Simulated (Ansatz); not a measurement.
A geometry of Br away from equilibrium: step 2 of the relaxation of a relaxed Br cell, doubled along one cell vector, shaken by Gaussian noise of σ = 0.08 Å a coordinate. The numbers are results of PBE (plane waves to 420 eV, PAW, scalar-relativistic; Ansatz, a first-principles code), not measurements. Γ-centred k-mesh 6×6×3 on the run's cell (coarser than for final values), Fermi–Dirac smearing 0.05 eV.

```xyz
4
Lattice="-0.0044 3.5818 3.5786 3.5797 -0.0116 3.5857 7.1485 7.1669 -0.0121" Properties=species:S:1:pos:R:3:forces:R:3 pbc="T T T" free_energy=-11130.491 pressure_GPa=-0.7
Br     1.9701     1.7567     1.8579    0.8010   -0.2537    0.7992
Br     5.3661     5.3216     1.7872    0.2333    0.0532    0.1757
Br    -0.0728    -0.0708    -0.1441   -0.7494    0.2750   -0.8214
Br     3.5180     3.5032    -0.1014   -0.2848   -0.0744   -0.1535
```

Positions in Å, forces in eV/Å, free energy of the cell in eV (comparable only within this code, potentials and settings). Largest force: 1.16 eV/Å, on Br1 (atoms numbered as listed); the geometry lies 0.56 eV/atom above the end of its relaxation.

Spin-polarised start, with parallel moments on Br.

No spin polarisation in the result: the starting moments vanished.

The end of the path is a generated cell of Br: the first start was made by placing the elements on the sites of a structure type, and the end was not matched to a known phase here, so it may be hypothetical. Known forms of Br include space group No. 64.
